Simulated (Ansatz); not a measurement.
## Relaxation path: zincblende ZnSe (110), 3 layers

DFT, r2SCAN, PAW with Ansatz's default frozen-core files, scalar-relativistic (Ansatz 0.2.0); a Γ-centred 8×6×1 k mesh, Fermi–Dirac smearing of 0.02 eV, no spin polarisation. The run relaxes the atoms in the fixed cell.

Command: `ansatz run input.yaml --threads 2 --pin off --max-ram 4096MiB --backend cpu --events-out ev --progress --plain --runs-dir out` It took 2 min on 2 threads of Intel(R) Xeon(R) 6975P-C (Granite Rapids), with other jobs on the host, peak memory 1.5 GiB.

```yaml
crystal:
  lattice:
    - [4.0052217771, 0.0, 0.0]
    - [0.0, 5.6642389575, 0.0]
    - [0.0, 0.0, 20.0052]
  atoms:
    - { symbol: Zn, position: [0.25, 0.125, 0.3998954827] }
    - { symbol: Se, position: [0.75, 0.875, 0.3998954827] }
    - { symbol: Zn, position: [0.75, 0.625, 0.5] }
    - { symbol: Se, position: [0.25, 0.375, 0.5] }
    - { symbol: Zn, position: [0.25, 0.125, 0.6001045173] }
    - { symbol: Se, position: [0.75, 0.875, 0.6001045173] }
kpoints:
  mp_grid: { grid: [8, 6, 1] }
scf:
  occupations: { method: fermi_dirac, width: 0.02 }
hamiltonian:
  xc: r2scan
  pseudopotentials: { kind: paw }
output:
  forces: true
  stress: true
  eigenvalues: true
relax:
  f_tol: 0.01
  max_steps: 40
efield:
  axis: 3
  amplitude: 0
  dipole_correction: true
```

Each step lists its free energy a cell above the last geometry, and Cartesian positions (Å) with forces (eV/Å).

The first step:

```
step 1  dF = 1016.90 meV
  Zn 1.0013 0.7080 8.0000   0.0000 -1.2616 1.0345
  Se 3.0039 4.9562 8.0000   0.0000 0.6826 -1.0583
  Zn 3.0039 3.5401 10.0026   0.0000 0.4628 0.0000
  Se 1.0013 2.1241 10.0026   0.0000 0.6951 0.0000
  Zn 1.0013 0.7080 12.0052   0.0000 -1.2616 -1.0345
  Se 3.0039 4.9562 12.0052   0.0000 0.6826 1.0583
```

The PAW files were made under PBE.

Task: Where does the relaxation end, and by which steps?

Result: After 5 geometries, with a shortest distance of 2.381 Å. The further steps:
```
step 2  dF = 266.87 meV
  Zn 1.0013 0.5896 8.1600   0.0000 -0.4746 0.7118
  Se 3.0039 4.9541 7.8757   0.0000 0.2859 -0.2909
  Zn 3.0039 3.6659 10.0026   0.0000 0.3878 0.0000
  Se 1.0013 2.2394 10.0026   0.0000 -0.0111 0.0000
  Zn 1.0013 0.5896 11.8452   0.0000 -0.4746 -0.7118
  Se 3.0039 4.9541 12.1295   0.0000 0.2859 0.2909
step 3  dF = 23.47 meV
  Zn 1.0013 0.5049 8.3359   0.0000 -0.0296 0.2664
  Se 3.0039 4.9723 7.8525   0.0000 0.0559 -0.0332
  Zn 3.0039 3.7440 10.0026   0.0000 0.1236 0.0000
  Se 1.0013 2.2944 10.0026   0.0000 -0.1772 0.0000
  Zn 1.0013 0.5049 11.6693   0.0000 -0.0296 -0.2664
  Se 3.0039 4.9723 12.1527   0.0000 0.0559 0.0332
step 4  dF = 0.12 meV
  Zn 1.0013 0.4785 8.4188   0.0000 0.0209 0.0018
  Se 3.0039 4.9844 7.8616   0.0000 -0.0091 -0.0075
  Zn 3.0039 3.7640 10.0026   0.0000 0.0114 0.0000
  Se 1.0013 2.3029 10.0026   0.0000 -0.0356 0.0000
  Zn 1.0013 0.4785 11.5864   0.0000 0.0209 -0.0018
  Se 3.0039 4.9844 12.1436   0.0000 -0.0091 0.0075
step 5  dF = 0.00 meV
  Zn 1.0013 0.4801 8.4158   0.0000 0.0064 0.0025
  Se 3.0039 4.9837 7.8594   0.0000 -0.0064 0.0020
  Zn 3.0039 3.7649 10.0026   0.0000 0.0083 0.0000
  Se 1.0013 2.3002 10.0026   0.0000 -0.0083 0.0000
  Zn 1.0013 0.4801 11.5894   0.0000 0.0064 -0.0025
  Se 3.0039 4.9837 12.1458   0.0000 -0.0064 -0.0020
```
